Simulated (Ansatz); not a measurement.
TiO$_{2}$ (rutile)

```
TiO2
1.0
    4.64353     0.00000     0.00000
    0.00000     4.64353     0.00000
    0.00000     0.00000     2.96370
Ti O
2 4
Direct
  0.00000   0.00000   0.00000
  0.50000   0.50000   0.50000
  0.30512   0.30512   0.00000
  0.80512   0.19488   0.50000
  0.19488   0.80512   0.50000
  0.69488   0.69488   0.00000
```

The relaxed cell is deformed in two ways at once: its volume V is scaled, and at that volume it is stretched along z (the c axis of the conventional cell) so that c/a changes. Fractional atomic positions are held.

All values below come from PBE (plane waves to 420 eV, PAW, scalar-relativistic; Ansatz, a first-principles code). k mesh 7×7×11 (Γ-centred), Fermi-Dirac smearing 0.05 eV. Compression counts positive. As the atoms are clamped, bonds stretch with the cell, which overstates energies and stresses. The PAW data are Ansatz's earlier set. TiO2 is run without spin polarisation. TiO2 was relaxed with its symmetry unable to fall.

At one point of the scan the stress tensor (GPa) is:

```
   -4.3      0.0      0.0
    0.0     -4.3      0.0
    0.0      0.0    -22.3
```

**Question.** Which point is it?
A) V/V₀ = 1.040, (c/a)/(c/a)₀ = 1.000
B) V/V₀ = 1.000, (c/a)/(c/a)₀ = 1.040
C) V/V₀ = 1.040, (c/a)/(c/a)₀ = 1.080
D) V/V₀ = 1.080, (c/a)/(c/a)₀ = 1.000

**Answer.** C, V/V₀ = 1.040, (c/a)/(c/a)₀ = 1.080

(Under strain, the slope of the energy per volume gives the stress and its curvature an elastic modulus.)
